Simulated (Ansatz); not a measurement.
Computed with Ansatz (plane waves, PAW, 420 eV cutoff): PBEsol, scalar-relativistic, no spin polarisation, Γ-centred 8×8×6 mesh, 0.05 eV Gaussian smearing. The datasets are Ansatz's generated set soft_2.

A compound XZn has these computed properties.

```json
{"Space group": "P4/mmm (No. 123)", "Conventional cell": "a = 3.985 Å, b = 3.985 Å, c = 4.019 Å, α = 90.00°, β = 90.00°, γ = 90.00°", "Volume": "31.92 Å³/atom", "Band gap": "zero (metallic)", "Density of states at the Fermi level": "0.69 states/(eV·atom)", "Formation energy from the elements (0 K, uncorrected)": "-0.13 eV/atom", "Bulk modulus (Birch–Murnaghan)": "23 GPa"}
```

Sites: X on 1a, Zn on 1d.

Q: Which element is X?
A. Cs
B. La
C. Ce
D. Ba

A: D. X is Ba, so the compound is BaZn.

This is a trial structure made by placing the elements on a prototype's sites, so it needn't be the stable form.

The equation of state has an unusual shape (B0′ outside 2.8 to 7.5), so B0 is less sure. Scalar-relativistic only: spin–orbit splittings of the heavy atoms' levels are missing.
